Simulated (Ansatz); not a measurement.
LaC₂:
```cif
data_C4La2
_chemical_formula_sum 'La2 C4'
_space_group_name_H-M_alt 'I4/mmm'
_space_group_IT_number 139
_space_group_name_Hall '-I 4 2'
_cell_length_a 3.85908
_cell_length_b 3.85908
_cell_length_c 6.49499
_cell_angle_alpha 90.000
_cell_angle_beta 90.000
_cell_angle_gamma 90.000
loop_
_atom_site_label
_atom_site_type_symbol
_atom_site_symmetry_multiplicity
_atom_site_Wyckoff_symbol
_atom_site_fract_x
_atom_site_fract_y
_atom_site_fract_z
_atom_site_occupancy
La1 La 2 a 0.00000 0.00000 0.00000 1
C1 C 4 e 0.00000 0.00000 0.40109 1
```
(The calculation used a cell of 3 atoms; values per cell refer to that cell.)

Relaxed with LDA.

Which orbitals make up the states near the Fermi level in plane-wave PAW LDA (Ansatz code)?

Within 0.5 eV of the Fermi level: La 5d 50 %, C 2p 32 %, La 4f 14 %. Projections are on Löwdin-orthogonalised atomic valence shells; empty p or d shells of many metals are not among them.

Tabulate the density of states.

States/eV per cell of 3 atoms, in 0.25 eV bins, energy from the Fermi level.

| E (eV) | total | La 4f | C 2p | La 5d |
|---|---|---|---|---|
| -7.85 | 0.00 | 0.00 | 0.00 | 0.00 |
| -7.60 | 0.00 | 0.00 | 0.00 | 0.00 |
| -7.35 | 0.00 | 0.00 | 0.00 | 0.00 |
| -7.10 | 0.00 | 0.00 | 0.00 | 0.00 |
| -6.85 | 0.00 | 0.00 | 0.00 | 0.00 |
| -6.60 | 0.13 | 0.00 | 0.04 | 0.03 |
| -6.35 | 1.35 | 0.01 | 0.45 | 0.29 |
| -6.10 | 1.82 | 0.02 | 0.63 | 0.34 |
| -5.85 | 1.37 | 0.02 | 0.48 | 0.23 |
| -5.60 | 1.19 | 0.02 | 0.43 | 0.18 |
| -5.35 | 1.40 | 0.02 | 0.49 | 0.18 |
| -5.10 | 0.85 | 0.02 | 0.37 | 0.09 |
| -4.85 | 1.74 | 0.02 | 1.15 | 0.29 |
| -4.60 | 3.03 | 0.03 | 2.19 | 0.53 |
| -4.35 | 2.24 | 0.03 | 1.67 | 0.37 |
| -4.10 | 2.07 | 0.03 | 1.56 | 0.30 |
| -3.85 | 2.26 | 0.04 | 1.71 | 0.29 |
| -3.60 | 3.36 | 0.07 | 2.58 | 0.37 |
| -3.35 | 2.50 | 0.07 | 1.89 | 0.27 |
| -3.10 | 1.29 | 0.03 | 0.84 | 0.21 |
| -2.85 | 1.04 | 0.02 | 0.62 | 0.18 |
| -2.60 | 1.21 | 0.03 | 0.74 | 0.18 |
| -2.35 | 1.48 | 0.05 | 0.92 | 0.17 |
| -2.10 | 1.83 | 0.07 | 1.14 | 0.20 |
| -1.85 | 0.19 | 0.01 | 0.07 | 0.11 |
| -1.60 | 0.26 | 0.01 | 0.10 | 0.15 |
| -1.35 | 0.32 | 0.02 | 0.12 | 0.18 |
| -1.10 | 0.39 | 0.03 | 0.15 | 0.21 |
| -0.85 | 0.47 | 0.04 | 0.18 | 0.24 |
| -0.60 | 0.61 | 0.05 | 0.21 | 0.32 |
| -0.35 | 0.77 | 0.08 | 0.26 | 0.41 |
| -0.10 | 0.94 | 0.11 | 0.31 | 0.49 |
| 0.15 | 1.09 | 0.16 | 0.35 | 0.55 |
| 0.40 | 1.17 | 0.22 | 0.37 | 0.54 |
| 0.65 | 1.32 | 0.30 | 0.40 | 0.58 |
| 0.90 | 1.55 | 0.44 | 0.47 | 0.59 |
| 1.15 | 1.65 | 0.58 | 0.48 | 0.53 |
| 1.40 | 2.27 | 1.04 | 0.64 | 0.52 |
| 1.65 | 2.67 | 1.51 | 0.63 | 0.47 |
| 1.90 | 2.45 | 1.67 | 0.35 | 0.38 |
| 2.15 | 4.03 | 3.50 | 0.20 | 0.26 |
| 2.40 | 7.09 | 6.81 | 0.08 | 0.14 |
| 2.65 | 21.25 | 20.63 | 0.15 | 0.37 |

The workflow started from a Materials Project entry (that database holds measured and hypothetical structures alike); the Crystallography Open Database files this formula in space group No. 139, but the cells were not matched. Whether it is the stable phase at ambient conditions was not checked. The cell was relaxed with LDA under the symmetry of its start; its stability against distortions is not shown here. Spin–orbit coupling is left out wherever it is not named.

Potentials: the later of the program's two PAW sets.
